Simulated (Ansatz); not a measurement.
The elements of this relaxed trial crystal are hidden behind letters.

```
lattice vectors (Å)
   2.7327    0.0000    0.0000
  -1.3664    2.3666    0.0000
   0.0000    0.0000   22.3701
fractional positions
X 0.3333 0.6667 0.9582
X 0.3333 0.6667 0.1282
X 0.6667 0.3333 0.8718
X 0.6667 0.3333 0.0418
Z 0.3333 0.6667 0.7795
Z 0.3333 0.6667 0.3324
Z 0.3333 0.6667 0.5559
Z 0.6667 0.3333 0.2205
Z 0.6667 0.3333 0.4441
Z 0.6667 0.3333 0.6676
```

Level of theory: DFT PBE, scalar-relativistic, plane waves, PAW in Ansatz 0.2.0. Settings of the last relaxation (10-atom cell): 420 eV, 18×18×2 k points, Gaussian smearing of 0.10 eV, collinear spin.

| Quantity | Value |
| --- | --- |
| Space group | P-3m1 (No. 164) |
| Conventional cell | a = 2.733 Å, c = 22.370 Å |
| Volume per atom | 14.47 Å³ |
| Density | 15.37 g/cm³ |
| Energy over the elements | +0.37 eV/atom |
| Gap on the 18×18×2 mesh of the 10-atom cell | 0 eV (a metal) |
| Net moment per atom | 0.51 μB |

Energies are uncorrected and count from the elements' standard states at the same level.

Q: X is a d-block element of period 4 and Z is a d-block element of period 6. Which elements are they?

A: X = Co, Z = W, so the formula is Co2W3. Density times volume gives a mean mass of 15.37 × 14.47/1.6605 = 133.9 u per atom, and this set has 133.9 u. Co on its first site has 6 Co at 2.45–2.49 Å and 6 Co at 2.73 Å; around Co on its second site lie 3 Co at 2.49 Å, 3 W at 2.60 Å and 6 Co at 2.73 Å; W on its first site has 3 Co at 2.60 Å, 6 W at 2.73 Å and 3 W at 2.96 Å; 2 more sites not described. Other sets within the hints have nearly the same mass, so mass alone doesn't settle it; this one was computed.

Spin–orbit coupling, which can matter for W, is left out. Another magnetic order may lie lower. A structure relaxed within its symmetry needn't be a true minimum.
